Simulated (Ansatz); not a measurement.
## Ba2SiSbO6: settings compared (Ansatz)

Launch command:

```bash
ansatz run input.yaml --threads 1 --pin off --max-ram 2560MiB --backend cpu --events-out ev --progress --plain --runs-dir out
```

Input:

```yaml
crystal:
  lattice:
    - [0.0, 4.169035, 4.169035]
    - [4.169035, 0.0, 4.169035]
    - [4.169035, 4.169035, 0.0]
  atoms:
    - { symbol: Si, position: [0.5, 0.5, 0.5] }
    - { symbol: O, position: [0.765, 0.235, 0.235] }
    - { symbol: O, position: [0.235, 0.765, 0.235] }
    - { symbol: O, position: [0.235, 0.765, 0.765] }
    - { symbol: O, position: [0.765, 0.235, 0.765] }
    - { symbol: O, position: [0.235, 0.235, 0.765] }
    - { symbol: O, position: [0.765, 0.765, 0.235] }
    - { symbol: Sb, position: [0.0, 0.0, 0.0] }
    - { symbol: Ba, position: [0.25, 0.25, 0.25] }
    - { symbol: Ba, position: [0.75, 0.75, 0.75] }
  symmetry: { tolerance: 0.0003 }
kpoints:
  mp_grid: { grid: [4, 4, 4], shift: [0, 0, 0] }
magnetization:
  spin_polarized: false
scf:
  occupations: { method: methfessel_paxton, width: 0.0277 }
hamiltonian:
  pseudopotentials: { kind: paw }
  xc: pbe
basis:
  ecutwfc: 420
output:
  forces: true
  stress: true
  eigenvalues: true
```

Origin of the cell: a known structure type with other elements, at an estimated volume, so it need not be a known compound.

Output of this run (shortened):

```
SCF iter   1: F=—  HF=-22428.518624 eV  Δρ=3.88e-3  dr2=1.89e-2  defer=4
SCF iter   2: F=—  HF=-22428.515022 eV  S|Δr|=    0.00e0  Δρ=2.01e-3  dr2=4.62e-3  defer=30
SCF iter   3: F=—  HF=-22428.514073 eV  S|Δr|=    0.00e0  Δρ=3.33e-4  dr2=1.28e-4  defer=2
SCF iter   4: F=—  HF=-22428.514026 eV  S|Δr|=    0.00e0  Δρ=8.08e-5  dr2=1.75e-5  defer=2
SCF iter   5: F=—  HF=-22428.513993 eV  S|Δr|=    0.00e0  Δρ=1.95e-5  dr2=6.84e-7  defer=2
SCF iter   6: F=-22428.513992 eV  HF=-22428.513992 eV  S|Δr|=    0.00e0  Δρ=5.83e-6  dr2=4.47e-8
SCF 1 converged in 6 iterations: F = -22428.513992 eV  dr2 = 4.47e-8
SCF converged after 6 iterations
Stability not checked: this state was not tested for a lower state beside it, because cold or Methfessel-Paxton smearing, or corrected tetrahedra, fill the levels in a way that the test cannot read (fill_not_monotonic; […]
Free energy (F): -22428.513992 eV
Harris-Foulkes:  -22428.513992 eV  (|F-HF|=2.35e-8)
Internal energy: -22428.513934 eV  (E = F + TS)
E sigma→0 (E₀):  -22428.513978 eV
Entropy (-TS):   -0.000058 eV (-0.006 meV/atom)
Fermi energy:    10.491472 eV
--- Per-component energies (eV) ---
  E_band       = -137.079397
  E_kinetic    = 1637.729908
  E_local      = -4506.059395  (includes V_loc(G=0)·N_el)
  E_nonlocal   = 797.058926
  E_hartree    = 1857.114532
  E_xc         = -975.704772
  E_vxc        = -983.860607  (∫ρ·V_xc dr)
  E_paw        = -16495.253831  (= ΣΔE_a)
  E_vpaw       = -796.202066  (= ΣTr[D̂ρ^β])
  E_aug_tail   = 0.014373  (compensation charges beyond the density's cutoff)
  E_ewald      = -4743.413675
  E_smearing   = -0.000058  (= −TS)
  Σ components = -22428.513992   (vs F -22428.513992, Δ=0.00e0)
--- Forces (eV/Å), atoms counted from 1 ---
  atom   1  Si    -0.000000     0.000000    -0.000000
  atom   2  O      2.857151    -0.000000    -0.000000
[… 3 lines left out …]
  atom   6  O      0.000000     0.000000     2.857151
  atom   7  O     -0.000000     0.000000    -2.857151
  atom   8  Sb    -0.000000    -0.000000     0.000000
  atom   9  Ba     0.000000     0.000000     0.000000
  atom  10  Ba     0.000000    -0.000000     0.000000
  max |Σ_I F_I| component: 8.91e-16 eV/Å
--- Stress (GPa, compression-positive) ---
       -1.184214       0.000000      -0.000000
       -0.000000      -1.184214       0.000000
        0.000000      -0.000000      -1.184214
  P = ⅓ Tr σ = -1.1842 GPa (-11.842 kbar)
```

The same input was run again with these changes:

1. `crystal.symmetry` { tolerance: 0.0003 } → { detect: false }; `hamiltonian.pseudopotentials` { kind: paw } → { kind: nc }
2. `total_charge` default → 1; `scf.mixing.algorithm` default → anderson; `scf.mixing.beta` default → 0.7
3. `total_charge` default → 1
4. `basis.ecutwfc` 420 → "30 meV"; `scf.max_iter` default → 60

| run | end | SCF iterations | P (GPa) | max force component (eV/Å) | gap on mesh (eV) | moment (μB) | ΔE(σ→0) (meV/atom) |
| --- | --- | --- | --- | --- | --- | --- | --- |
| base | converged | 6 | -1.18 | 2.857 | – | – | 0 |
| 1 | converged | 11 | 10.85 | 4.426 | – | – | – |
| 2 | converged | 10 | – | 3.606 | none | – | – |
| 3 | converged | 8 | – | 3.606 | none | – | – |
| 4 | input refused | 0 | – | – | – | – | – |

Energies are compared only where functional, datasets, charge and starting cell are the same.

Caveats of the base run: no moments, though an odd count or open d shells may carry them; no spin-orbit coupling, though heavy elements are present; the k mesh is coarse if the cell is a metal.

Run 1: the cutoff lies below the datasets' advice.
Run 2: charged cell with a uniform background, whose pressure depends on convention; no spin, though holes on the anions or broken bonds may carry moments.
Run 3: charged cell with a uniform background, whose pressure depends on convention; no spin, though holes on the anions or broken bonds may carry moments.

The base run took 2.2 s of wall time on 1 CPU thread(s) of a shared host, from the program's own first density.
